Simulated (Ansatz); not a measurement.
## GeSBr in Ansatz, relaxation

Run with:

```bash
ansatz run input.yaml --threads 1 --pin off --max-ram 2560MiB --backend cpu --events-out ev --progress --plain --runs-dir out
```

The input file (Ansatz 0.2.0, plane waves):

```yaml
crystal:
  lattice:
    - [0.0, 4.06039, 0.0]
    - [4.06039, 0.0, 0.0]
    - [2.030195, 2.030195, -8.703364]
  atoms:
    - { symbol: S, position: [0.123, 0.123, 0.754] }
    - { symbol: S, position: [0.877, 0.877, 0.246] }
    - { symbol: Ge, position: [0.5, 0.0, 0.0] }
    - { symbol: Ge, position: [0.0, 0.5, 0.0] }
    - { symbol: Br, position: [0.3123, 0.3123, 0.3754] }
    - { symbol: Br, position: [0.6877, 0.6877, 0.6246] }
  symmetry: { tolerance: 0.0003 }
kpoints:
  mp_grid: { grid: [5, 5, 5], shift: [0, 0, 0] }
magnetization:
  spin_polarized: false
scf:
  occupations: { method: gaussian, width: 0.0143 }
hamiltonian:
  pseudopotentials: { kind: paw }
  xc: r2scan
basis:
  ecutwfc: "700 eV"
output:
  forces: true
  stress: true
  eigenvalues: true
  write_density: true
  write_potential: true
  elf: true
  volumetric_format: npy
relax:
  max_steps: 40
  cell: {}
```

Origin of the cell: a known structure type with other elements, at an estimated volume, so it need not be a known compound.

Output (shortened):

```
SCF iter   1: F=—  HF=-15999.738047 eV  Δρ=8.13e-3  dr2=2.00e-1  dr2_τ=1.76e-2
SCF iter   2: F=—  HF=-15999.721631 eV  Δρ=2.75e-3  dr2=2.83e-2  dr2_τ=1.74e-3  defer=19
SCF iter   3: F=—  HF=-15999.719123 eV  Δρ=1.31e-3  dr2=1.97e-3  dr2_τ=1.78e-4  defer=19
SCF iter   4: F=—  HF=-15999.719131 eV  Δρ=5.60e-4  dr2=5.42e-4  dr2_τ=1.01e-5  defer=19
SCF iter   5: F=—  HF=-15999.719220 eV  Δρ=1.12e-4  dr2=2.16e-5  dr2_τ=5.52e-7  defer=19
SCF iter   6: F=—  HF=-15999.719253 eV  Δρ=2.68e-5  dr2=1.29e-6  dr2_τ=1.08e-7  defer=19
SCF iter   7: F=—  HF=-15999.719253 eV  Δρ=9.92e-6  dr2=1.23e-7  dr2_τ=4.53e-9  defer=19
SCF iter   8: F=-15999.719253 eV  HF=-15999.719253 eV  Δρ=2.72e-6  dr2=1.30e-8  dr2_τ=5.88e-10
relax step   1: F+E_penalty+E_count = -15999.719253 eV  Δ(F+E_penalty+E_count) = +0.000e0 eV  max|allowed force component| = 1.865e0 eV/Å  Δτ_max = 0.0000 Å  P = -5.711 GPa  Ω = 143.490 Å³  ( […]
relax step   2: F+E_penalty+E_count = -16000.628936 eV  Δ(F+E_penalty+E_count) = -9.097e-1 eV  max|allowed force component| = 1.355e0 eV/Å  Δτ_max = 0.1950 Å  P = -2.850 GPa  Ω = 135.361 Å³ […]
relax step   3: F+E_penalty+E_count = -16000.937074 eV  Δ(F+E_penalty+E_count) = -3.081e-1 eV  max|allowed force component| = 3.794e-2 eV/Å  Δτ_max = 0.1942 Å  P = +0.836 GPa  Ω = 130.887 Å³ […]
relax step   4: F+E_penalty+E_count = -16000.946866 eV  Δ(F+E_penalty+E_count) = -9.792e-3 eV  max|allowed force component| = 2.241e-2 eV/Å  Δτ_max = 0.0074 Å  P = +0.435 GPa  Ω = 131.908 Å³ […]
relax step   5: F+E_penalty+E_count = -16000.954663 eV  Δ(F+E_penalty+E_count) = -7.797e-3 eV  max|allowed force component| = 3.036e-2 eV/Å  Δτ_max = 0.0281 Å  P = +0.099 GPa  Ω = 133.769 Å³ […]
relax step   6: F+E_penalty+E_count = -16000.954883 eV  Δ(F+E_penalty+E_count) = -2.208e-4 eV  max|allowed force component| = 5.405e-3 eV/Å  Δτ_max = 0.0020 Å  P = -0.021 GPa  Ω = 133.997 Å³ […]
relax step   7: F+E_penalty+E_count = -16000.954101 eV  Δ(F+E_penalty+E_count) = +7.824e-4 eV  max|allowed force component| = 5.261e-3 eV/Å  Δτ_max = 0.0000 Å  P = -0.020 GPa  Ω = 133.997 Å³  stress off target by 2.08e-2 GPa […]
SCF 7 converged in 7 iterations: F = -16000.954101 eV  dr2 = 1.60e-11
basis re-selected at this cell: Δ(F+E_penalty+E_count) = +7.824e-4 eV, ΔP = +0.001 GPa vs the last step (what re-selecting the basis moved, of the pressure what is left beyond the Pulay corre […]
SCF converged after 7 iterations
Free energy (F): -16000.954101 eV
Harris-Foulkes:  -16000.954101 eV  (|F-HF|=0.00e0)
Internal energy: -16000.952628 eV  (E = F + TS)
E sigma→0 (E₀):  -16000.953364 eV
Entropy (-TS):   -0.001473 eV (-0.245 meV/atom)
Fermi energy:    5.689198 eV
--- Per-component energies (eV) ---
  E_band       = -390.834104
  E_kinetic    = 692.486640
  E_local      = -7380.395694  (includes V_loc(G=0)·N_el)
  E_nonlocal   = 1031.446935
  E_hartree    = 3226.663829
  E_xc         = -816.649628
  E_vxc        = -545.747811  (∫ρ·V_xc dr)
  E_paw        = -9820.918453  (= ΣΔE_a)
  E_vpaw       = -670.057143  (= ΣTr[D̂ρ^β])
  E_aug_tail   = 0.000053  (compensation charges beyond the density's cutoff)
  E_vtau       = 28.105036  (kinetic-family band-sum trace: ∫τ·v_τ [+ j·A + Jᵃ·Aᵃ] dr)
  E_ewald      = -2930.878858
  E_core_change = -2.707452  (= ΣΔE_core)
  E_smearing   = -0.001473  (= −TS)
  Σ components = -16000.954101   (vs F -16000.954101, Δ=0.00e0)
--- Forces (eV/Å), atoms counted from 1 ---
  atom   1  S      0.000000     0.000000    -0.005169
  atom   2  S      0.000000     0.000000     0.005169
  atom   3  Ge     0.000000     0.000000     0.000000
  atom   4  Ge    -0.000000     0.000000     0.000000
  atom   5  Br     0.000000     0.000000     0.005261
  atom   6  Br     0.000000     0.000000    -0.005261
  max |Σ_I F_I| component: 8.67e-19 eV/Å
--- Stress (GPa, compression-positive) ---
       -0.020753       0.000000       0.000000
        0.000000      -0.020753       0.000000
        0.000000       0.000000      -0.017498
  P = ⅓ Tr σ = -0.0197 GPa (-0.197 kbar)
--- Relaxed structure (6 steps of the walk, 6 accepted, 1 SCFs on fresh bases) ---
  F+E_penalty+E_count = -16000.954101 eV   max|allowed force component| = 5.261e-3 eV/Å   (the final SCF, on the basis selected at the relaxed cell)
  cell:  # Å, volume = 133.9968 Å³
    - [0.0, 3.950459, 0.0]
    - [3.950459, 0.0, 0.0]
    - [1.975229, 1.975229, -8.586171]
  atoms:
    - { symbol: S, position: [0.098926, 0.098926, 0.802147] }
    - { symbol: S, position: [0.901074, 0.901074, 0.197853] }
    - { symbol: Ge, position: [0.5, -3.321e-19, 6.643e-19] }
    - { symbol: Ge, position: [-3.321e-19, 0.5, 6.643e-19] }
    - { symbol: Br, position: [0.316083, 0.316083, 0.367834] }
    - { symbol: Br, position: [0.683917, 0.683917, 0.632166] }
```

Caveats: the k mesh is coarse if the cell is a metal; the relaxation held the start's symmetry, so the end may be a saddle point.

The run took 2.1 min on 1 thread of Arm Neoverse V2 (shared host), peak memory 0.95 GiB, from the program's own first density.
